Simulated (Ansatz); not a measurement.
Relaxed-ion elastic tensor of TaSi2 in space group P6_222 (No. 180; Ta on 3c, Si on 6i) in GPa (Voigt order), the program Ansatz at the PBEsol level (PAW); density 9.18 g/cm³, 14.30 Å³ per atom.

```json
[
 {"": "1", "1": "381", "2": "78.2", "3": "97.2", "4": "0.0", "5": "0.0", "6": "0.0"},
 {"": "2", "1": "78.2", "2": "381", "3": "97.2", "4": "0.0", "5": "0.0", "6": "0.0"},
 {"": "3", "1": "97.2", "2": "97.2", "3": "476", "4": "0.0", "5": "0.0", "6": "0.0"},
 {"": "4", "1": "0.0", "2": "0.0", "3": "0.0", "4": "140", "5": "0.0", "6": "0.0"},
 {"": "5", "1": "0.0", "2": "0.0", "3": "0.0", "4": "0.0", "5": "140", "6": "0.0"},
 {"": "6", "1": "0.0", "2": "0.0", "3": "0.0", "4": "0.0", "5": "0.0", "6": "151"}
]
```

Question: Is the crystal mechanically stable?

Answer: Yes: the smallest eigenvalue of C is 140 GPa.

Question: Work out the Voigt, Reuss and Hill averages.

Answer: K_V = 198, K_R = 195, K_H = 197; G_V = 151, G_R = 150, G_H = 150 GPa.

Question: Give Young's modulus, Poisson's ratio, Pugh's ratio and the universal anisotropy index.

Answer: E = 9KG/(3K + G) = 359 GPa; ν = 0.20; K/G = 1.31 (brittle by the Pugh limit of 1.75); A_U = 5G_V/G_R + K_V/K_R − 6 = 0.05.

Question: Estimate the sound speeds and the Debye temperature.

Answer: v_l = √((K + 4G/3)/ρ) = 6580 m/s, v_t = √(G/ρ) = 4040 m/s, mean 4460 m/s; Θ = (h/k)(3n/4πV)^(1/3) v_m = 547 K.

Question: Solve the Christoffel equation for the three sound speeds along x, y, z.

Answer: Eigenvalues of C_ijkl n_j n_l equal ρv². In km/s, slowest first: x 3.91, 4.06, 6.44; y 3.91, 4.06, 6.44; z 3.91, 3.91, 7.20.

Question: How much does each axis shrink under pressure?

Answer: Linear compressibilities β_i = Σ_j S_ij (j = 1 to 3): x 1.9, y 1.9, z 1.3 per TPa.

The PBEsol relaxation kept the symmetry of its start; of distortions, only those at the zone centre were tested. The run is not spin-polarised. As this level gives no gap, shear constants depend on the k-mesh and smearing (Fermi–Dirac, 0.1 eV here). On the denser mesh and wider smearing of the elastic run this cell carries a stress of 0.5 GPa. Scalar-relativistic: spin–orbit coupling is off unless named, which matters more the heavier the elements.

Potentials: the later of the program's two PAW sets.
